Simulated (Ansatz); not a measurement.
HgPt (L1₀ or tetragonal B2, P4/mmm) under volume change, the program Ansatz at the LDA level (PAW), shape and atoms relaxed at each volume.

| V (Å³/atom) | E − E(relaxed) (meV/atom) | P (GPa) |
|---|---|---|
| 15.233 | 101.8 | 23.99 |
| 15.736 | 42.2 | 14.39 |
| 16.238 | 9.8 | 6.49 |
| 16.740 | 0.0 | 0.00 |
| 17.242 | 8.6 | -5.32 |
| 17.744 | 32.3 | -9.67 |
| 18.247 | 68.4 | -13.20 |

What does a third-order Birch–Murnaghan fit give for V₀, B₀ and B′?

V₀ = 16.74 Å³/atom, B₀ = 195 GPa, B′ = 5.6.

The workflow started from an entry of the Crystallography Open Database (COD). Its standing as an ambient phase is unchecked. The LDA relaxation kept the symmetry of its start; of distortions, only those at the zone centre were tested. No spin polarisation was allowed. Spin–orbit coupling is left out wherever it is not named.

Potentials: the later of the program's two PAW sets.
